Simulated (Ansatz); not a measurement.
Two states of MnH₄N₂F₂

```yaml
crystal:
  lattice:
    - [0.00000, 3.12592, 0.00000]
    - [5.14443, -1.56296, 0.00000]
    - [1.31355, 0.00000, -4.66907]
  atoms:
    - { symbol: Mn, position: [0.00000, 0.00000, 0.00000] }
    - { symbol: F, position: [0.88120, 0.76240, 0.75370] }
    - { symbol: F, position: [0.11880, 0.23760, 0.24630] }
    - { symbol: N, position: [0.60670, 0.21340, 0.77060] }
    - { symbol: N, position: [0.39330, 0.78660, 0.22940] }
    - { symbol: H, position: [0.61000, 0.22000, 0.56600] }
    - { symbol: H, position: [0.39000, 0.78000, 0.43400] }
    - { symbol: H, position: [0.70100, 0.40200, 0.77620] }
    - { symbol: H, position: [0.29900, 0.59800, 0.22380] }
```

Single point in Ansatz 0.2.0 with LDA. Cutoff 420 eV, PAW datasets, 6×6×4 Γ-centred k mesh, fermi-dirac filling (width 0.1 eV).

State A: no moments (no spin polarisation). State B: Mn1 up (collinear spin).

Question: Which state is lower, and how do they differ?

Answer: State B is lower by 179.1 meV an atom at zero smearing; in free energy at this smearing B lies -160.4 meV an atom from A.

```tsv
state	free energy (meV/atom)	largest moment in a small sphere (μB)	net moment (μB/cell)	gap on mesh (eV)	pressure (GPa)	largest force (eV/Å)
A	160.4	0.00	0.00	metal	-9.2	3.71
B	0.0	2.60	3.00	1.00	-7.2	3.68
```

Origin: a known structure type with other elements, at an estimated volume, so it need not be a known compound. Caveats: atoms or cell far from equilibrium; odd electron count without spin polarisation, so a magnetic state may lie lower; the k mesh is coarse if the cell is a metal.
